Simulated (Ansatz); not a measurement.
# Fermi surface of CdAu (Pm-3m)

```
CELL_PARAMETERS angstrom
3.31722 0.00000 0.00000
0.00000 3.31722 0.00000
0.00000 0.00000 3.31722
ATOMIC_POSITIONS crystal
Cd 0.50000 0.50000 0.50000
Au 0.00000 0.00000 0.00000
```

Unless marked otherwise, the numbers come from PBEsol, all-electron LAPW in Ansatz 0.2.0, scalar-relativistic. k mesh 10×10×10, fine mesh 16×16×16, Fermi-Dirac smearing of 0.080 eV, basis error target 1 meV/atom. The cell was relaxed by PAW under this functional.

Levels and slopes are solved on a 16×16×16 mesh, and each state is taken as quadratic over its cell.

(1) What is the density of states at the Fermi level, and which bare Sommerfeld coefficient follows?

(2) What Drude plasma energy and σ/τ do the band velocities give?

(3) Which bands cross the Fermi level, and what do they carry?

(4) Map the plane k₃ = 0 of the mesh: how many bands lie under the Fermi level at each point, counted from the least on the plane?

(5) On PAW files the program sums the optical response inside the mesh cells, interband lines and its own Drude term. Where does ε₁ rise through zero (a sharp plasmon if ε₂ is small there), and how much light is reflected?

(6) What does PAW give for the same cell?

## Answers

(1) N(E_F) = 0.247 states/eV/atom (both spins), so γ = (π²/3) k_B² N(E_F) = 0.583 mJ/(mol-atom K²) without electron-phonon or spin-fluctuation enhancement.

(2) (ħω_p,α)² = (e²/ε₀VN_k) Σ_nkσ (∂E/∂k_α)² δ(E − E_F) gives ħω_p = (9.09, 9.09, 9.09) eV along x, y, z, and σ/τ = ε₀ω_p² = 16.9×10²⁰ Ω⁻¹m⁻¹s⁻¹ along x. Weighted by the density of states, the mean Fermi speed is 1.5×10⁶ m/s; the surface has an area of 16.7 Å⁻² for each spin direction.

(3) 

```csv
band,filled part,N (states/eV/cell),speed (10⁶ m/s),5th to 95th percentile,area (Å⁻²),filling
1,0.97,0.0673,1.31,1.10 to 1.58,1.97,nearly full
2,0.53,0.427,1.53,1.05 to 1.89,14.7,partly filled
```

(4) k₁ runs to the right and k₂ upwards, each from −½ to ½ with 0 in the middle (the axes needn't be at right angles):
```
1111111111111111
1111111111111111
1110001111100011
1110000000000011
1110000000000011
1111000000000111
1111000000000111
1111000000000111
1111000000000111
1111000000000111
1110000000000011
1110000000000011
1110001111100011
1111111111111111
1111111111111111
1111111111111111
```

(5) 

- Fine mesh: 16, 16, 16
- Window top: 30 eV
- Line width: 0.2 eV
- Drude damping: 0.1 eV
- ε₁ rises through zero at x: 5.89 eV
- ε₂ there x: 3.18
- Plasma energy (x, y, z): 9.04, 9.04, 9.04 eV
- Reflectivity at 1 eV, x-polarised: 0.9227
- Reflectivity at 2 eV, x-polarised: 0.7223
- Reflectivity at 3 eV, x-polarised: 0.786

The plasma energy here is the program's own sum at the run's smearing; it differs from the value above by up to 1 %, through mesh and smearing.

(6) N(E_F) = 0.247 states/eV/atom and ħω_p,x = 9.09 eV.

Keep in mind: no spin-orbit coupling on heavy atoms; filled d bands lie too high at this level, so their transitions start too early; these sums move with the mesh, by several per cent and more for small sheets; frozen-core PAW files fitted under PBE, their cores solved anew for the functional of the run.
